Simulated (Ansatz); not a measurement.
This run works on a proposed trial structure, not on a known crystal.

Input and command of a plane-wave DFT calculation in Ansatz:

```yaml
crystal:
  lattice:
    - [3.076829891, 0.0, 0.0]
    - [-1.5384149455, 2.6646128488, 0.0]
    - [0.0, 0.0, 8.2270834543]
  atoms:
    - { symbol: Si, position: [0.0, 0.0, 0.8986024553] }
    - { symbol: Si, position: [0.3333333333, 0.6666666667, 0.5831576068] }
    - { symbol: W, position: [0.0, 0.0, 0.2034826835] }
    - { symbol: C, position: [0.3333333333, 0.6666666667, 0.0027705065] }
    - { symbol: C, position: [0.0, 0.0, 0.6704146719] }
    - { symbol: C, position: [0.3333333333, 0.6666666667, 0.356572076] }
basis:
  ecutwfc: 420
kpoints:
  mp_grid: { grid: [12, 12, 4] }
hamiltonian:
  xc: pbe
scf:
  occupations: { method: gaussian, width: 0.02 }
output:
  forces: true
  stress: true
  eigenvalues: true
relax:
  adjacent_minimum: "off"
  f_tol: 0.01
  max_steps: 30
  cell: { stress_tol: 0.1, fix: [volume] }
```

```bash
ansatz run input.yaml --threads 1 --pin off --max-ram 2560MiB --backend cpu --events-out ev --progress --plain --runs-dir out
```

Processor: AMD EPYC (Zen 3), 1 thread, on a host shared with other jobs.

Task: Estimate time, memory and problem size.

Result: About 2.7 min, peak memory 0.41 GiB. It solves 23 bands at 69 k points (after reduction by symmetry) with about 1335 plane waves, in 37 SCF iterations over 6 ionic steps.
